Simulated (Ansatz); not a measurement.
Input:

GaP:
Space group P6₃mc (No. 186); a = b = 3.8421 Å, c = 6.3370 Å, α = β = 90.00°, γ = 120.00°

```json
[
 {"atom": "Ga", "site": "2b", "symmetry": "3m.", "x": "0.3333", "y": "0.6667", "z": "0.0001"},
 {"atom": "P", "site": "2b", "symmetry": "3m.", "x": "0.3333", "y": "0.6667", "z": "0.3739"}
]
```

This is the r²SCAN-relaxed structure.

Task: All from the program Ansatz at the r²SCAN level (PAW), unless another level is named. Predict the electron effective mass.

Result: 0.13, 0.13, 1.1 mₑ (principal values).

Task: Give the formation energy from the elements (no fitted shifts).

Result: -0.52 eV/atom.

Task: Give the HSE06 gap on the r²SCAN cell.

Result: 2.18 eV.

Task: Predict the valence-band maximum.

Result: at Γ.

Task: Give the weight of the valence-edge state by species (Voronoi cells).

Result: P 78 %, Ga 22 %.

Space group P6_3mc (wurtzite). The first step of the workflow began from a Materials Project structure, measured or hypothetical; the Crystallography Open Database copy checked does not list it. It is not the phase usual at ambient conditions (space group No. 216). The r²SCAN relaxation kept the symmetry of its start; whether a distortion lowers the energy is not shown. The references are the lowest solids computed at this level, not always the standard phases. Spin–orbit coupling is left out wherever it is not named.

Potentials: the later of the program's two PAW sets.
